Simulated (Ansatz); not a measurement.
Al3BP4: rattling a relaxed structure

The cell was found from a proposed guess, not taken from experiment.

Theory: Ansatz 0.2.0, DFT PBE, scalar-relativistic, plane waves, PAW. Settings: cutoff 420 eV, Γ-centred mesh 8×8×8 on the computed 8-atom cell, Gaussian smearing of 0.02 eV; no spin polarisation.

The cell below (8 atoms, space group I-42m (No. 121)) is relaxed within its symmetry.

```yaml
crystal:
  lattice:
    - [-2.64161, 2.64161, 5.23724]
    - [2.64161, -2.64161, 5.23724]
    - [2.64161, 2.64161, -5.23724]
  atoms:
    - { symbol: Al, position: [0.25000, 0.75000, 0.50000] }
    - { symbol: Al, position: [0.75000, 0.25000, 0.50000] }
    - { symbol: Al, position: [0.50000, 0.50000, 0.00000] }
    - { symbol: B, position: [0.00000, 0.00000, 0.00000] }
    - { symbol: P, position: [0.10478, 0.10478, 0.43745] }
    - { symbol: P, position: [0.66732, 0.66732, 0.56255] }
    - { symbol: P, position: [0.33268, 0.89522, 0.00000] }
    - { symbol: P, position: [0.89522, 0.33268, 0.00000] }
```

For the test it was strained at random (σ = 1.5 % a component), the atoms were moved at random (σ = 0.05 Å), and all was relaxed again on a coarse 4×4×4 mesh (in the run’s order of axes) with 0.10 eV smearing, with no symmetry imposed.

**Question.** Is the structure stable against such a distortion?

**Answer.** It returns, within 1 meV/atom of the unmoved cell on that mesh and with the same symmetry when read at 0.1 Å. No instability shows in this cell; modes of other wave vectors, which need another repeat, aren't tested.
